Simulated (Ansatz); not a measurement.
Data:

MoPd:
```cif
data_Mo4Pd4
_chemical_formula_sum 'Mo4 Pd4'
_space_group_name_H-M_alt 'Cmcm'
_space_group_IT_number 63
_space_group_name_Hall '-C 2c 2'
_cell_length_a 2.65810
_cell_length_b 10.62424
_cell_length_c 4.35211
_cell_angle_alpha 90.000
_cell_angle_beta 90.000
_cell_angle_gamma 90.000
loop_
_space_group_symop_operation_xyz
  'x, y, z'
  '-x, -y, -z'
  '-x, -y, z+1/2'
  'x, y, -z+1/2'
  'x, -y, -z'
  '-x, y, z'
  '-x, y, -z+1/2'
  'x, -y, z+1/2'
  'x+1/2, y+1/2, z'
  '-x+1/2, -y+1/2, -z'
  '-x+1/2, -y+1/2, z+1/2'
  'x+1/2, y+1/2, -z+1/2'
  'x+1/2, -y+1/2, -z'
  '-x+1/2, y+1/2, z'
  '-x+1/2, y+1/2, -z+1/2'
  'x+1/2, -y+1/2, z+1/2'
loop_
_atom_site_label
_atom_site_type_symbol
_atom_site_symmetry_multiplicity
_atom_site_Wyckoff_symbol
_atom_site_fract_x
_atom_site_fract_y
_atom_site_fract_z
_atom_site_occupancy
Mo1 Mo 4 c 0.00000 0.32575 0.25000 1
Pd1 Pd 4 c 0.00000 0.06951 0.25000 1
```
(The calculation used a cell of 4 atoms; values per cell refer to that cell.)

This is the PBE-relaxed structure.

Task: All from PBE in the plane-wave PAW code Ansatz, unless another level is named. Predict the density of states at the Fermi level.

Result: 0.83 states/eV per atom (mean over ±0.08 eV).

Task: And the formation energy from the elements (no fitted shifts)?

Result: 0.043 eV/atom.

The start of the workflow was typed in or built on a structure type; neither database checked (COD, Materials Project) lists it. Its standing as an ambient phase is unchecked. Symmetry was held in the PBE relaxation; whether a distortion lowers the energy is not shown. No spin polarisation was allowed. The references are the lowest solids computed at this level, not always the standard phases. Scalar-relativistic: spin–orbit coupling is off unless named, which matters more the heavier the elements.

Potentials: the earlier of the program's two PAW sets.
